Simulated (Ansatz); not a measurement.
PbS (zinc blende, F-43m), DFT-PBEsol in the program Ansatz with PAW potentials. The conduction-band minimum lies at X, with 3 equivalent valleys. Second derivatives d²E/dk² of the lowest band at one valley (eV·Å²), along Cartesian directions:

```
direction  d²E/dk²
---------  -------
[100]        4.372
[010]        21.50
[001]        21.50
[110]        12.94
[101]        12.94
[011]        21.51
```

**Question.** Find the principal effective masses, the density-of-states mass and the conductivity mass.

**Answer.** Off-diagonal terms follow from H_xy = H[110] − (H_xx + H_yy)/2, and m*/mₑ = 7.620 eV·Å² over each eigenvalue: 0.35, 0.35, 1.7. One valley's DOS mass (m₁m₂m₃)^(1/3) = 0.60, conductivity mass 3/(Σ 1/mᵢ) = 0.48 mₑ.

**Question.** What effective density of states Nc follows at 300 K for parabolic valleys?

**Answer.** Nc = 2.509e19 × 3 × (0.60)^(3/2) ≈ 3.5e19 cm⁻³.

**Question.** With the computed static dielectric constant 11.8 (mean of the diagonal), estimate a hydrogenic donor's binding energy and radius.

**Answer.** E = 13.606 eV × 0.48/11.8² ≈ 47 meV; a = 0.529 Å × ε/m* ≈ 13 Å. Semilocal masses tend to be too small where the gap is.

**Question.** With ε∞ = 7.43 and ω_LO = 224 cm⁻¹, what Fröhlich coupling constant follows?

**Answer.** α = (1/ε∞ − 1/ε0) √(m* × 13.606 eV/ħω_LO) = 0.76.

The start of the workflow was typed in or built on a structure type; neither database checked (COD, Materials Project) lists it. It is not the phase usual at ambient conditions (space group No. 225). The cell was relaxed with PBEsol under the symmetry of its start. At this level the phase is mechanically unstable. Spin–orbit coupling is left out wherever it is not named.

Potentials: the later of the program's two PAW sets.
